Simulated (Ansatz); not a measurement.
Relaxed-ion elastic tensor of C in space group C2/c (No. 15; C on 8f, C on 8f) in GPa (Voigt order), PBEsol (plane waves, PAW; program Ansatz); density 2.33 g/cm³, 8.55 Å³ per atom.

|  | 1 | 2 | 3 | 4 | 5 | 6 |
|---|---|---|---|---|---|---|
| 1 | 351 | 3.2 | 80.1 | 0.0 | -114 | 0.0 |
| 2 | 3.2 | 12.0 | 2.4 | 0.0 | -0.2 | 0.0 |
| 3 | 80.1 | 2.4 | 623 | 0.0 | -82.8 | 0.0 |
| 4 | 0.0 | 0.0 | 0.0 | 2.1 | 0.0 | -2.1 |
| 5 | -114 | -0.2 | -82.8 | 0.0 | 281 | 0.0 |
| 6 | 0.0 | 0.0 | 0.0 | -2.1 | 0.0 | -1.9 |

Q: Is the crystal mechanically stable?

A: No: the smallest eigenvalue of C is -2.8 GPa.

The start of the workflow was typed in or built on a structure type; neither database checked (COD, Materials Project) lists it. It is not the phase usual at ambient conditions (space group No. 194, 227). Symmetry was held in the PBEsol relaxation. At this level the phase is mechanically unstable. The volume moved by 100 % from the start of the relaxation.

Potentials: the earlier of the program's two PAW sets. The files were generated under PBE; for other functionals the program regenerates the frozen cores, and for LDA and PBEsol the local potential too.
